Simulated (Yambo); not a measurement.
Yambo run on KCaF3 (cubic perovskite, space group Pm-3m, No. 221). The wavefunctions are norm-conserving PBEsol (Quantum ESPRESSO, 84 Ry, scalar-relativistic) ones on a 4×4×4 mesh (20 occupied bands); a = b = c = 4.482 Å, α = β = γ = 90.00°.

Yambo input:

```
rim_cut
gw0
dyson
el_el_corr
HF_and_locXC
mpa
em1d
RandQpts= 1000000
RandGvec= 1 Ry
EXXRLvcs= 84 Ry
VXCRLvcs= 336 Ry
Chimod= "HARTREE"
% BndsRnXm
 1 | 133 |
%
NGsBlkXm= 7 Ry
% LongDrXm
 1.0 | 1.0 | 1.0 |
%
EnSampXm= "2l"
EnGridXm= "lP"
% EnRngeXm
 0.0 | 40.0 | eV
%
% ImRngeXm
 2.72114 | 27.21138 | eV
%
% DmRngeXm
 0.02721 | 2.72114 | eV
%
ETStpsXm= 8
IntSolXm= "PT"
% GbndRnge
 1 | 133 |
%
GTermKind= "none"
DysSolver= "n"
ExtendOut
% QPkrange
 1 | 1 | 20 | 21 |
 10 | 10 | 20 | 20 |
%
```

k points by index: 1 = Γ, 10 = R.

Table of the .qp output:

```
#    K-point    Band    Eo [eV]    E [eV]    E-Eo [eV]    Vxc [eV]    Vnlxc [eV]    Sc|Eo [eV]    Sc|E [eV]    dSc/dw|Eo [eV]    Re(Z)    Im(Z)
#
    1    20    -0.181752    -2.419186    -2.237434    -22.25050    -30.03969    4.971170    5.551753    -7.040760    0.794274    -0.011610
    1    21    6.056064    7.298352    1.242288    -8.087450    -3.998021    -2.695957    -2.847140    -3.310938    0.891524    -0.642512E-3
    10    20    0.000000    -2.250375    -2.250375    -22.09159    -29.93897    5.002655    5.597005    -7.166225    0.791374    -0.011594
```
(The two width columns are left out.) Convergence of these settings isn't established.

Geometry of the Materials Project entry, not relaxed at this level.

The structure is a Materials Project entry; no match was found in the copy of COD used, and its stability was not checked.
